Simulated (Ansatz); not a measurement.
An Ansatz run on a 12-atom cell of CaCd3F8 built on the fluorite structure (relaxed group Cmmm) left the output below. The start is a rough guess from atomic radii.

Starting structure:
```
CELL_PARAMETERS angstrom
3.64514 -5.15500 0.00000
3.64514 5.15500 0.00000
0.00000 0.00000 3.64514
ATOMIC_POSITIONS crystal
Cd 0.00000 0.50000 0.00000
F 0.37500 0.12500 0.50000
F 0.12500 0.37500 0.50000
Cd 0.50000 0.50000 0.50000
F 0.87500 0.12500 0.00000
F 0.62500 0.37500 0.00000
Ca 0.00000 0.00000 0.50000
F 0.37500 0.62500 0.00000
F 0.12500 0.87500 0.00000
Cd 0.50000 0.00000 0.00000
F 0.87500 0.62500 0.50000
F 0.62500 0.87500 0.50000
```

Main lines of the log:
```
Crystal: 12 atoms, lattice volume = 136.989 Å³
Basis set: ecut = 420 eV, 2641 PW (Γ)
Bands: 76, of which v1, the nominal top of the filled ones, is band 63 counted from 1 (62 counted from 0)
Symmetry: 8 space group operations
Space group: Cmmm (ITA 65)
k-points: 28 of 96
preconditioner: auto → Resta (q_TF=auto, 2.691 Å⁻¹)  ε∞=4.5  [insulator: Δε(μ)=4.227 eV  σ=0.020 eV  ℏωp=31.7 eV]
SCF 1 converged in 7 iterations: F = -33054.353097 eV  dr2 = 1.88e-8
relax step 1: F+E_penalty+E_count = -33054.35309657 eV  max|allowed force component| = 1.573e-1 eV/Å  Δτ_max = 0.0000 Å  P = +26.385 GPa  Ω = 136.989 Å³
SCF 2 converged in 8 iterations: F = -33055.988441 eV  dr2 = 8.63e-7
relax step 2: F+E_penalty+E_count = -33055.98844126 eV  max|allowed force component| = 7.759e-2 eV/Å  Δτ_max = 0.0104 Å  P = +2.223 GPa  Ω = 158.062 Å³
SCF 3 converged in 7 iterations: F = -33055.999541 eV  dr2 = 1.77e-7
relax step 3: F+E_penalty+E_count = -33055.99954123 eV  max|allowed force component| = 1.372e-2 eV/Å  Δτ_max = 0.0072 Å  P = +0.331 GPa  Ω = 160.363 Å³
SCF 4 converged in 6 iterations: F = -33055.998459 eV  dr2 = 5.63e-8
relax step 4: F+E_penalty+E_count = -33055.99845880 eV  max|allowed force component| = 2.017e-3 eV/Å  Δτ_max = 0.0015 Å  P = +0.002 GPa  Ω = 160.776 Å³
SCF 5 converged in 9 iterations: F = -33056.272635 eV  dr2 = 1.17e-10
relax step 5: F+E_penalty+E_count = -33056.27263509 eV  max|allowed force component| = 1.989e-3 eV/Å  Δτ_max = 0.0000 Å  P = +2.754 GPa  Ω = 160.776 Å³  (SCF on a basis re-selected at this cell)
SCF 6 converged in 7 iterations: F = -33056.293790 eV  dr2 = 3.05e-7
relax step 6: F+E_penalty+E_count = -33056.29379023 eV  max|allowed force component| = 2.233e-3 eV/Å  Δτ_max = 0.0016 Å  P = +0.620 GPa  Ω = 164.282 Å³
SCF 7 converged in 6 iterations: F = -33056.290384 eV  dr2 = 7.51e-8
relax step 7: F+E_penalty+E_count = -33056.29038357 eV  max|allowed force component| = 1.992e-3 eV/Å  Δτ_max = 0.0003 Å  P = -0.012 GPa  Ω = 165.403 Å³
SCF 8 converged in 8 iterations: F = -33056.312180 eV  dr2 = 5.76e-11
relax step 8: F+E_penalty+E_count = -33056.31218013 eV  max|allowed force component| = 2.029e-3 eV/Å  Δτ_max = 0.0000 Å  P = +0.042 GPa  Ω = 165.403 Å³  (SCF on a basis re-selected at this cell)
SCF 9 converged in 6 iterations: F = -33056.311887 eV  dr2 = 2.56e-9
relax step 9: F+E_penalty+E_count = -33056.31188703 eV  max|allowed force component| = 6.314e-4 eV/Å  Δτ_max = 0.0003 Å  P = -0.001 GPa  Ω = 165.483 Å³
SCF 10 converged in 8 iterations: F = -33056.312100 eV  dr2 = 8.87e-11
relax step 10: F+E_penalty+E_count = -33056.31210021 eV  max|allowed force component| = 6.361e-4 eV/Å  Δτ_max = 0.0000 Å  P = +0.000 GPa  Ω = 165.483 Å³  (SCF on a basis re-selected at this cell)
Free energy (F): -33056.312100 eV
Fermi energy:    6.838079 eV
--- Per-component energies (eV) ---
  E_band       = -1728.963889
  E_kinetic    = 3444.285095
  E_local      = -15354.948158
  E_nonlocal   = 761.780987
  E_hartree    = 6650.095244
  E_xc         = -1303.234138
  E_vxc        = -1650.576433
  E_paw        = -14722.352121
  E_vpaw       = -2229.712313
  E_ewald      = -12531.955384
--- Stress (GPa, compression-positive) ---
        0.004761       0.000000       0.000000
        0.000000      -0.001096       0.000000
        0.000000       0.000000      -0.002925
  P = ⅓ Tr σ = 0.0002 GPa (0.002 kbar)
--- Relaxed structure (7 steps of the walk, 7 accepted, 3 SCFs on fresh bases) ---
  F+E_penalty+E_count = -33056.31210021 eV   max|allowed force component| = 6.361e-4 eV/Å
  cell:  # Å, volume = 165.4826 Å³
    - [3.884549, -5.490016, 0.000000]
    - [3.884549, 5.490016, 0.000000]
    - [0.000000, 0.000000, 3.879791]
  atoms:
    - { symbol: Cd, position: [0.000000, 0.500000, 0.000000] }
    - { symbol: F, position: [0.375056, 0.125301, 0.500000] }
    - { symbol: F, position: [0.125301, 0.375056, 0.500000] }
    - { symbol: Cd, position: [0.500000, 0.500000, 0.500000] }
    - { symbol: F, position: [0.875008, 0.124992, 0.000000] }
    - { symbol: F, position: [0.624914, 0.375086, 0.000000] }
    - { symbol: Ca, position: [0.000000, 0.000000, 0.500000] }
    - { symbol: F, position: [0.375086, 0.624914, 0.000000] }
    - { symbol: F, position: [0.124992, 0.875008, 0.000000] }
    - { symbol: Cd, position: [0.500000, 0.000000, 0.000000] }
    - { symbol: F, position: [0.874699, 0.624944, 0.500000] }
    - { symbol: F, position: [0.624944, 0.874699, 0.500000] }
```

Problem. What input produced it? Give the YAML.

Solution.
```yaml
crystal:
  # lattice and atoms as above
kpoints:
  mp_grid: { grid: [4, 4, 6] }
hamiltonian:
  xc: pbe
scf:
  occupations: { method: fermi_dirac, width: 0.02 }
relax:
  f_tol: 0.005
  cell: {}
```
The relax steps with a changing cell volume need the relax block with cell. The lines shown narrow the functional down without fixing it; this is the one that was run. This is the file that was run; thresholds and some counts can't be read off the log exactly.

It took 36 s on 1 × NVIDIA H100 80GB HBM3 with 2 threads of AMD EPYC 7R13 Processor (Zen 3), with other jobs on the host, load about 0.9 per core; peak host memory 1.2 GiB.

The calculation is spin-unpolarised, and the structure need not be a phase that has been made.
